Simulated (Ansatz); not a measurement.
This Al2Ga3P5 structure is the end of a relaxation. The cell was found from a structure generator's guess, not taken from experiment.

Method: DFT PBE, scalar-relativistic, plane waves, PAW (Ansatz). Cutoff 420 eV, Γ-centred mesh, Gaussian smearing, no spin polarisation.

```yaml
crystal:
  lattice:
    - [-1.94702, 1.94702, 13.76704]
    - [1.94702, -1.94702, 13.76704]
    - [1.94702, 1.94702, -13.76704]
  atoms:
    - { symbol: Al, position: [0.70000, 0.70000, 0.00000] }
    - { symbol: Al, position: [0.30000, 0.30000, 0.00000] }
    - { symbol: Ga, position: [0.90002, 0.90002, 0.00000] }
    - { symbol: Ga, position: [0.50000, 0.50000, 0.00000] }
    - { symbol: Ga, position: [0.09999, 0.09999, 0.00000] }
    - { symbol: P, position: [0.25000, 0.75000, 0.50000] }
    - { symbol: P, position: [0.84979, 0.34979, 0.50000] }
    - { symbol: P, position: [0.45002, 0.95002, 0.50000] }
    - { symbol: P, position: [0.04998, 0.54998, 0.50000] }
    - { symbol: P, position: [0.65021, 0.15021, 0.50000] }
```

The zero of energy is the elements' standard structures at the same level; no fitted shifts are applied. The references include black phosphorus.

Q: What space group does it have?

A: I-4m2 (No. 119), with Al and Ga ordered on zinc blende sites. Conventional cell: a = 3.894 Å, c = 27.534 Å. Al is surrounded by 4 P at 2.38 Å; Ga on a site of symmetry 2mm has 4 P at 2.38–2.39 Å; Ga on a site of symmetry -4m2 has 4 P at 2.38 Å; P on a site of symmetry -4m2 has 4 Al at 2.38 Å; 2 more sites not described.

Q: How far does it lie from the elements in energy?

A: −0.512 eV/atom. It lies below the elements, which doesn't yet make it stable against other compounds or structures.

Q: Is it a metal?

A: No, the gap on the 10×10×10 mesh is 1.58 eV.

The last run used a 10×10×10 mesh for its 10-atom cell and Gaussian smearing of 0.02 eV. Kohn–Sham gaps at this level usually fall short of measured ones. The reference form of P is held partly by dispersion forces, which this level lacks. A later test with randomly moved atoms came back to the same energy, though modes that don't fit the test's cell weren't probed.
